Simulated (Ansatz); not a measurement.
RuN:
```
RuN
1.0
    0.00000     2.24956     2.24956
    2.24956     0.00000     2.24956
    2.24956     2.24956     0.00000
Ru N
1 1
Cartesian
  0.00000   0.00000   0.00000
  1.12478   1.12478   1.12478
```

Relaxed with PBEsol. Special points in fractions of this cell's reciprocal vectors: Γ (0.000, 0.000, 0.000); X (0.500, 0.000, 0.500); U (0.625, 0.250, 0.625); K (0.375, 0.375, 0.750); L (0.500, 0.500, 0.500); W (0.500, 0.250, 0.750).

Task: List the band energies nearest the Fermi level at these points for PBEsol (plane waves, PAW; program Ansatz).

Result: In eV from the Fermi level; about four levels below and three above (degenerate sets whole), none deeper than 8.9 eV; … stands for higher levels left out; points with the same levels are listed once.

| k | below | above |
|---|---|---|
| Γ | -7.30 -7.30 -7.30 -1.70 -1.70 | 1.23 … |
| X | -4.87 -4.87 -2.91 -0.63 | 0.31 0.69 0.69 |
| U | -4.95 -3.40 -1.33 -0.23 | 1.60 1.90 … |
| L | -6.61 -6.61 -1.17 -1.17 -0.76 | 2.70 2.70 … |
| W | -4.96 -2.93 -1.88 -0.29 | 0.98 2.63 … |

Space group F-43m (zinc blende). The workflow started from a Materials Project entry (that database holds measured and hypothetical structures alike); the Crystallography Open Database copy checked does not list it. Its standing as an ambient phase is unchecked. The PBEsol relaxation kept the symmetry of its start; whether a distortion lowers the energy is not shown. No spin polarisation was allowed. Its formation energy is positive at this level, so the cell may be metastable or incomplete. With an odd number of electrons in the cell and no spin polarisation, the count alone makes it a metal. Scalar-relativistic: spin–orbit coupling is off unless named, which matters more the heavier the elements.

Potentials: the later of the program's two PAW sets.
